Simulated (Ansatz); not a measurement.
The start is a relaxed TaAs cell shaken by Gaussian noise of σ = 0.08 Å a coordinate. The structure is fully relaxed (lattice and positions, P = 0) with r2SCAN (plane waves to 500 eV, PAW, scalar-relativistic; Ansatz, a first-principles code). The first steps use a coarse 5×5×5 k-mesh.

The start:
```
TaAs
1.0
    5.10524     0.00000     0.00000
    0.00000     5.10524     0.00000
    0.00000     0.00000     5.10524
Ta As
4 4
Direct
  0.11053   0.10261   0.15953
  0.66624   0.34667   0.85444
  0.85113   0.62828   0.36057
  0.35065   0.87393   0.66014
  0.82053   0.84004   0.85926
  0.33537   0.68515   0.16155
  0.11892   0.37112   0.66268
  0.65628   0.13880   0.36576
```

```json
{
 "largest_initial_force": "about 3.6 eV/Å, on As7 (atoms numbered as listed)",
 "energy_released": "0.16 eV/atom",
 "Shortest distances (start → end)": "The closest pairs of elements (up to four, under 3.6 Å), start → end: As–Ta 2.42 → 2.60 Å; Ta–Ta 2.94 → 3.13 Å; As–As 3.01 → 3.16 Å",
 "band_gap_at_the_end": "zero (metallic)",
 "optimiser_moves": "8"
}
```

Relaxed structure:

```cif
data_As4Ta4
_chemical_formula_sum 'Ta4 As4'
_space_group_name_H-M_alt 'P213'
_space_group_IT_number 198
_space_group_name_Hall 'P 2ac 2ab 3'
_cell_length_a 5.10524
_cell_length_b 5.10524
_cell_length_c 5.10524
_cell_angle_alpha 90.000
_cell_angle_beta 90.000
_cell_angle_gamma 90.000
loop_
_atom_site_label
_atom_site_type_symbol
_atom_site_symmetry_multiplicity
_atom_site_Wyckoff_symbol
_atom_site_fract_x
_atom_site_fract_y
_atom_site_fract_z
_atom_site_occupancy
Ta1 Ta 4 a 0.63835 0.63835 0.63835 1
As1 As 4 a 0.34460 0.34460 0.34460 1
```

Final values are on a 9×9×9 k-mesh of the relaxed cell. No spin polarisation in the result.

The relaxed structure here is a generated cell of TaAs: the first start was made by placing the elements on the sites of a structure type, and the end was not matched to a known phase here, so it may be hypothetical. Known forms of TaAs include space group No. 109.
